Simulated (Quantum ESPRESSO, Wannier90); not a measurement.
**Sn (diamond), plane waves to Wannier functions**

```xyz
2
Lattice="0.0000 3.2850 3.2850 3.2850 0.0000 3.2850 3.2850 3.2850 0.0000" Properties=species:S:1:pos:R:3 pbc="T T T"
Sn     3.2850     3.2850     3.2850
Sn    -1.6425    -1.6425    -1.6425
```

Structure: Materials Project mp-117, symmetrised, not relaxed again. COD (Crystallography Open Database) has the formula in 5 space groups, this one among them (matched by group alone). Method: PBEsol plane waves in Quantum ESPRESSO 7.5 (PseudoDojo norm-conserving files, 58 Ry, no spin polarisation, no spin-orbit coupling), Bloch states on a 8×8×8 mesh through Γ, Wannier90 4.0.1. Density: 12×12×12 mesh, cold smearing 0.01 Ry. Spin-orbit coupling is left out although heavy elements are present.

Energies are relative to the Fermi level.

**Bands.** No gap over 0.05 eV opens at the Fermi level at this level of theory. 1 filled group is cut off by gaps; the highest, bands 1–10, spans -21.65 to -21.15 eV and is Sn 4d 100 %.

**Model.** 8 functions (Sn sp) from bands 11-25, frozen to 1.50 eV, reach Ω_I = 15.51 Å² and follow pw.x to 5.5 meV rms (states up to 1.0 eV relative to the Fermi level).

**Frozen window.** Edge, Ω_I and misfit go -0.5 eV, 13.61 Å², 240 meV; 1.0 eV, 14.60 Å², 12 meV; 1.5 eV, 15.51 Å², 5.5 meV; 3.5 eV, 19.25 Å², 5.0 meV. Ω_I never falls as the edge rises, since each frozen state takes freedom from the choice of the smoothest subspace. The edges under the compared range leave its upper states unfrozen, and their misfit is the largest.

**No window.** Without a frozen window Ω_I drops to 12.96 Å² while the misfit grows to 396 meV: a small spread is no proof of good bands.

**Outer window.** The setting "only the lowest 10 of the kept bands" raises Ω_I to 21.30 Å², as fewer states are left to mix in, and the misfit goes to 4.8 meV.

**Stops.** With the outer window to 6.48 eV the program stops (Energy window contains fewer states than number of target WFs).
